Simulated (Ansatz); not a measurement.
**CoC4N6, one structure, two calculations**

Cell: a COD entry whose atoms were relaxed with PBE, the cell held.

Space group Pnnm (No. 58); a = 5.9748, b = 7.0433, c = 7.4039 Å.

```csv
site,Wyckoff,site symmetry,x,y,z
Co,2a,..2/m,0.0000,0.0000,0.0000
C,8h,1,0.2480,0.8401,0.6534
N11,8h,1,0.1972,0.8956,0.7967
N19,4g,..m,0.1854,0.2665,0.0000
```

One atom of each set is listed.

First run. Level of theory: DFT, PBE, plane waves and PAW, scalar-relativistic, collinear spin, 420 eV cutoff, Γ-centred 5×4×4 k-points, Fermi–Dirac smearing 0.02 eV (Ansatz 0.2.0). Start moments as typed (μB): 3 on each Co, none on the rest.

```tsv
site	V_zz (10²¹ V/m²)	η	m (μB)
Co	13.46	0.99	2.44
C	-1.92	0.05	0.00
N11	2.82	0.97	0.03
N19	7.56	0.71	0.04
```

Second run. The same atoms and settings, except that the functional is r2SCAN and the cutoff is 500 eV.

Task: Given the first result, estimate the second.

Result: 

| site | V_zz | η | change of V_zz | m (μB) |
| --- | --- | --- | --- | --- |
| Co | 12.93 | 0.81 | -0.53 | 2.55 |
| C | -2.38 | 0.06 | -0.46 | 0.00 |
| N11 | 3.00 | 0.86 | +0.18 | 0.03 |
| N19 | 7.99 | 0.70 | +0.43 | 0.03 |

The largest change of V_zz is on Co, from 13.46 to 12.93. In per cent, |V_zz| changes by -4 on Co, +24 on C, +6 on N (all sites that start above 0.5). Where |V_zz| stays above 0.1, η moves most on Co, from 0.99 to 0.81.

With these PAW files V_zz is typically within 2 to 3 % of all-electron values, but misses above 10 % occur on Co. All moments are parallel here, as the start or the cell imposes; many such compounds order antiparallel, where fields and spin densities carried over to other atoms largely cancel. The magnetic order is the one that the run reached from its start moments, not necessarily the measured one.
For the first run: With a gap of 0.2 eV on this mesh, the gradients can still move by some per cent as the k-mesh gets denser.
For the second run: At this cell the principal stresses reach 5 GPa in size with r2SCAN, which can matter for small gradients. The largest force is 1.0 eV/Å, so the atoms aren't at the calculated equilibrium and relaxing them would move these values. The program didn't check the stability of this electronic state in full, so a lower one may lie near.
